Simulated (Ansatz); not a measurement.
Relaxed AgCl (rock salt):

```yaml
crystal:
  lattice:
    - [0.00000, 5.54504, 5.54504]
    - [2.77252, 0.00000, 2.77252]
    - [2.77252, 2.77252, 0.00000]
  atoms:
    - { symbol: Cl, position: [0.00000, 0.00000, 0.00000] }
    - { symbol: Cl, position: [0.50000, 0.00000, 0.00000] }
    - { symbol: Ag, position: [0.25000, 0.50000, 0.50000] }
    - { symbol: Ag, position: [0.75000, 0.50000, 0.50000] }
```

In each cell atom 1 (Cl, nearest neighbour Ag at 2.773 Å; its periodic images, 3.9 Å or more away, move with it) moves by s·(0.707, 0.707, 0.000) (along Cartesian [110]), the rest being held.

All values below come from r2SCAN (plane waves to 500 eV, PAW, scalar-relativistic; Ansatz, a first-principles code). k mesh 4×8×8 (Γ-centred), Fermi-Dirac smearing 0.05 eV. Energies are smeared free energies. Stress and pressure are positive under compression. F∥ is the force on the atom along that direction. AgCl was relaxed with its symmetry unable to fall. The zero of ΔE is the undisplaced structure.

| s (Å) | ΔE (eV/cell) | P (GPa) | F∥ (eV/Å) |
|---|---|---|---|
| -0.830 | 0.612 | 5.99 | 2.000 |
| -0.664 | 0.336 | 3.75 | 1.340 |
| -0.498 | 0.160 | 2.06 | 0.802 |
| -0.332 | 0.061 | 0.89 | 0.419 |
| -0.166 | 0.014 | 0.22 | 0.170 |
| 0.000 | 0.000 | 0.00 | 0.000 |
| 0.166 | 0.014 | 0.22 | -0.170 |
| 0.332 | 0.061 | 0.89 | -0.419 |
| 0.498 | 0.160 | 2.06 | -0.802 |
| 0.664 | 0.336 | 3.75 | -1.340 |
| 0.830 | 0.612 | 5.99 | -2.000 |

Summary:

| Property | Value |
|---|---|
| Energy at s = 0.830 Å | 612 meV/cell |
| Force along the line at s = -0.830 Å | 2.00 eV/Å |
| Symmetry of the curve | even: the same for both signs |
| Shape of the curve | a single well with its minimum at or next to zero displacement |
| Force constant k = d²E/ds² at s = 0 (finite differences) | 0.94 eV/Å² |
| Harmonic estimate at the end of the scan | ½ks² = 326 meV/cell against the computed 612 meV/cell, so the well is stiffer than harmonic there |

(For displaced atoms, the force is minus the slope of the energy, and its curvature is a force constant, which sets phonon frequencies.)
